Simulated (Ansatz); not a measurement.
Consider the following.

K$_{2}$MgH$_{4}$:
```
CELL_PARAMETERS angstrom
     -2.00474     2.00474     6.76758
      2.00474    -2.00474     6.76758
      2.00474     2.00474    -6.76758
ATOMIC_POSITIONS crystal
  K  0.64405 0.64405 0.00000
  K  0.35595 0.35595 0.00000
  Mg 0.00000 0.00000 0.00000
  H  0.00000 0.50000 0.50000
  H  0.50000 0.00000 0.50000
  H  0.85216 0.85216 0.00000
  H  0.14784 0.14784 0.00000
```

This is the r²SCAN-relaxed structure.

### Question
All from the program Ansatz at the r²SCAN level (PAW), unless another level is named. Estimate the HSE06 gap on the r²SCAN cell.

### Answer
4.51 eV.

### Question
And the hole effective mass?

### Answer
0.70, 0.70, 27 mₑ (principal values).

### Question
Predict the band gap.

### Answer
4.03 eV (indirect).

### Question
What about the formation energy from the elements (no fitted shifts)?

### Answer
-0.35 eV/atom.

### Question
What about the smallest direct gap on the standard path?

### Answer
4.39 eV.

### Question
Predict the weight of the valence-edge state by species (Voronoi cells).

### Answer
H 92 %, Mg 4 %, K 4 %.

Space group I4/mmm. The workflow started from a Materials Project entry (that database holds measured and hypothetical structures alike); the Crystallography Open Database files this formula in space group No. 139, but the cells were not matched. Whether it is the stable phase at ambient conditions was not checked. Symmetry was held in the r²SCAN relaxation; whether a distortion lowers the energy is not shown. The references are the lowest solids computed at this level, not always the standard phases (solids in place of the gases).

Potentials: the later of the program's two PAW sets.
